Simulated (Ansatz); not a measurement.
Relaxed-ion elastic tensor of C in space group C2/m (No. 12; C on 4i, C on 4i, C on 4i, C on 4i) in GPa (Voigt order), r²SCAN in the plane-wave PAW code Ansatz; density 3.37 g/cm³, 5.91 Å³ per atom.

```
  937   56.0    166    0.0   45.6    0.0
 56.0   1140   72.6    0.0  -30.9    0.0
  166   72.6   1110    0.0   26.3    0.0
  0.0    0.0    0.0    546    0.0  -21.9
 45.6  -30.9   26.3    0.0    481    0.0
  0.0    0.0    0.0  -21.9    0.0    417
```

Q: Is the crystal mechanically stable?

A: Yes: the smallest eigenvalue of C is 413 GPa.

Q: Work out the Voigt, Reuss and Hill averages.

A: K_V = 419, K_R = 416, K_H = 417; G_V = 481, G_R = 472, G_H = 477 GPa.

Q: Give Young's modulus, Poisson's ratio, Pugh's ratio and the universal anisotropy index.

A: E = 9KG/(3K + G) = 1040 GPa; ν = 0.09; K/G = 0.88 (brittle by the Pugh limit of 1.75); A_U = 5G_V/G_R + K_V/K_R − 6 = 0.10.

Q: Estimate the sound speeds and the Debye temperature.

A: v_l = √((K + 4G/3)/ρ) = 17700 m/s, v_t = √(G/ρ) = 11900 m/s, mean 13000 m/s; Θ = (h/k)(3n/4πV)^(1/3) v_m = 2140 K.

Q: How much does each axis shrink under pressure?

A: Linear compressibilities β_i = Σ_j S_ij (j = 1 to 3): x 0.90, y 0.79, z 0.72 per TPa.

The start of the workflow was typed in or built on a structure type; the Crystallography Open Database copy checked does not list it. It is not the phase usual at ambient conditions (space group No. 194, 227). The r²SCAN relaxation kept the symmetry of its start; its stability against distortions is not shown here.

Potentials: the earlier of the program's two PAW sets.
